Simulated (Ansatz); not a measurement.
MgSe:
Space group Fm-3m (No. 225); a = b = c = 5.508 Å, α = β = γ = 90.00°

| atom | site | symmetry | x | y | z |
|---|---|---|---|---|---|
| Se | 4a | m-3m | 0.0000 | 0.0000 | 0.0000 |
| Mg | 4b | m-3m | 0.5000 | 0.5000 | 0.5000 |
(The calculation used a cell of 2 atoms; values per cell refer to that cell.)

Relaxed with PBE. DFT-PBE in the program Ansatz with PAW potentials gives a gap of 1.77 eV.

### Question
What gap does HSE06 give on the same cell (Ansatz, PAW)?

### Answer
2.62 eV, 0.85 eV more. The hybrid was solved on a coarser mesh and at special points; its gap is the smallest among all of these.

```
k  v1 PBE  c1 PBE    v1 HSE06    c1 HSE06
-  ------  ------  ----------  ----------
Γ    0.00    2.40  (withheld)  (withheld)
X   -1.71    1.77       -1.87        2.62
L   -0.55    3.80  (withheld)  (withheld)
W   -2.45    4.43  (withheld)  (withheld)
K   -1.37    3.02  (withheld)  (withheld)
```

### Question
Top valence (v1) and lowest conduction level (c1) in eV from each method's valence maximum (which need not be a listed point): supply the withheld HSE06 values.

### Answer

- Γ, v1 HSE06: 0.00
- Γ, c1 HSE06: 3.38
- L, v1 HSE06: -0.60
- L, c1 HSE06: 4.69
- W, v1 HSE06: -2.61
- W, c1 HSE06: 5.41
- K, v1 HSE06: -1.49
- K, c1 HSE06: 3.90

Cost on shared cores: the PBE run (SCF on a 9×9×9 mesh, then bands and DOS) roughly 11 core-seconds, the HSE06 run (SCF on 6×6×6, then a few points) roughly 80 core-seconds; the tasks are unlike.

The cell was relaxed with PBE under the symmetry of its start. Scalar-relativistic: spin–orbit coupling is off unless named, which matters more the heavier the elements.

Potentials: the later of the program's two PAW sets.
